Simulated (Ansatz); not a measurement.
MoP in space group P6/mmm (No. 191; Mo on 3f, P on 1a, P on 2d) at seven volumes, the program Ansatz at the PBE level (PAW), shape and atoms relaxed at each. One row is withheld.

| V (Å³/atom) | P (GPa) |
|---|---|
| 15.023 | 21.35 |
| 15.518 | 13.03 |
| 16.013 | 5.98 |
| 16.509 | 0.00 |
| 17.004 | -5.06 |
| 17.499 | ? |
| 17.994 | -12.96 |

**Question.** Fit the shown pressures and predict the withheld one.

**Answer.** P = (3/2)B₀(x^(7/2) − x^(5/2))[1 + (3/4)(B′ − 4)(x − 1)] with x = (V₀/V)^(2/3). Least squares on the six rows gives V₀ = 16.509 Å³/atom, B₀ = 183 GPa, B′ = 4.52. At V = 17.499, x = 0.9619 and P = -9.35 GPa. The run itself gave -9.35 GPa.

A made-up cell: these elements were put on the sites of a structure type; neither database checked (COD, Materials Project) lists it. COD files the formula under space group No. 187, so this cell is another polymorph or a model. Whether it is the stable phase at ambient conditions was not checked. The cell was relaxed with PBE under the symmetry of its start; whether a distortion lowers the energy is not shown. No spin polarisation was allowed.

Potentials: the later of the program's two PAW sets.
